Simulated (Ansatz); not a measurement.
Consider the following.

BaInHO2:
```
CELL_PARAMETERS angstrom
      4.29730     0.00000     0.00000
      0.00000     4.29730     0.00000
      0.00000     0.00000     3.91898
ATOMIC_POSITIONS crystal
  Ba 0.50000 0.50000 0.50000
  In 0.00000 0.00000 0.00000
  O  0.50000 0.00000 0.00000
  O  0.00000 0.50000 0.00000
  H  0.00000 0.00000 0.50000
```

This is the r²SCAN-relaxed structure. Tensor components refer to the Cartesian frame of this cell.

### Question
All from plane-wave PAW r²SCAN (Ansatz code), unless another level is named. Predict the Poisson's ratio.

### Answer
0.25.

### Question
Predict the elastic constants (relaxed ions, GPa).

### Answer
C11 = 219, C12 = 86.4, C13 = 56.9, C33 = 158, C44 = 56.0, C66 = 80.8.

Space group P4/mmm. The start of the workflow was typed in or built on a structure type; neither database checked (COD, Materials Project) lists it. Its standing as an ambient phase is unchecked. Symmetry was held in the r²SCAN relaxation; its stability against distortions is not shown here. Scalar-relativistic: spin–orbit coupling is off unless named, which matters more the heavier the elements.

Potentials: the earlier of the program's two PAW sets. The files were generated under PBE; for other functionals the program regenerates the frozen cores, and for LDA and PBEsol the local potential too.
